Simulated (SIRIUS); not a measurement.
Band structure of CoSi2 (Fm-3m, 3 atoms in the cell; from Materials Project mp-2379).

```
CoSi2
1.0
    0.00000     2.65642     2.65642
    2.65642     0.00000     2.65642
    2.65642     2.65642     0.00000
Co Si
1 2
Direct
  0.00000   0.00000   0.00000
  0.75000   0.75000   0.75000
  0.25000   0.25000   0.25000
```

All values come from this method and carry its errors: PBE, GBRV PBE ultrasoft pseudopotentials (plane waves; SIRIUS 7.12.0).

Settings: parameters.ngridk = 12 12 12; parameters.xc_functionals = [XC_GGA_X_PBE, XC_GGA_C_PBE]; parameters.gk_cutoff = 6.325 1/bohr; parameters.pw_cutoff = 14.143 1/bohr; parameters.smearing = fermi_dirac; parameters.smearing_width = 0.00499791 Ha; potentials = GBRV PBE ultrasoft pseudopotentials; parameters.electronic_structure_method = pseudopotential; parameters.num_bands = 19; parameters.num_mag_dims = 0; parameters.num_dft_iter = 100; parameters.energy_tol = 1e-07 Ha; parameters.density_tol = 1e-06; mixer.type = broyden2.

The run has no spin polarisation, so moments on Co cannot form. The structure comes from a collection of computed structures, made at another level of theory; the collection holds predicted forms beside known ones.

Points are given in units of this cell's reciprocal vectors. Levels in eV from the Fermi level, bands 10 to 17:
| point | 10 | 11 | 12 | 13 | 14 | 15 | 16 | 17 |
|---|---|---|---|---|---|---|---|---|
| Γ (0 0 0) | -2.01 | 0.98 | 3.42 | 3.42 | 3.42 | 3.52 | 3.52 | 3.52 |
| X (0.5 0 0.5) | -2.03 | -2.03 | -2.01 | -1.40 | 1.70 | 2.93 | 8.61 | 9.83 |
| W (0.5 0.25 0.75) | -2.38 | -2.02 | -1.53 | -0.72 | 3.74 | 3.74 | 5.85 | 6.69 |
| K (0.375 0.375 0.75) | -2.31 | -1.83 | -1.29 | -1.02 | 2.06 | 5.01 | 5.92 | 7.81 |
| L (0.5 0.5 0.5) | -1.70 | -1.70 | -0.51 | -0.51 | 2.76 | 3.49 | 3.49 | 4.55 |
| U (0.625 0.25 0.625) | -2.31 | -1.83 | -1.29 | -1.02 | 2.06 | 5.01 | 5.92 | 7.81 |

3 bands cross the Fermi level along this path, so the cell has no gap at this level.
